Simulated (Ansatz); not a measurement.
Relaxed candidate structures of BeCo:

A. Pm-3m (No. 221), cP2, CsCl type; a = b = c = 2.566 Å, α = β = γ = 90.00°; Be 1a (0.000, 0.000, 0.000); Co 1b (0.500, 0.500, 0.500); ferromagnetic

B. P-6m2 (No. 187), hP2; a = b = 2.4084 Å, c = 3.5100 Å, α = β = 90.00°, γ = 120.00°; Co 1b (0.000, 0.000, 0.500); Be 1e (0.667, 0.333, 0.000); non-magnetic

Rank these by energy per atom (lowest first), as PBEsol (plane waves to 420 eV, PAW, scalar-relativistic; Ansatz, a first-principles code) gives it.

A (reference, the lowest among the structures calculated here), B (+0.15 eV/atom)

Each run could gain symmetry but not lose that of its start, so entries can be saddle points. From databases, or of a type measured for this composition: Pm-3m, cP2, CsCl type, ferromagnetic; the others are generated cells (placed on structure types, drawn at random, substituted or restacked) that were not matched to a known phase here. Each structure is listed in the lowest spin state found for it. Energies are at zero temperature and pressure, without zero-point motion. The runs use different k-meshes, so differences are rounded accordingly. Spin states reached: ferromagnetic, non-magnetic; non-magnetic ones ran without spin or lost their moments; spin orders were not searched systematically.
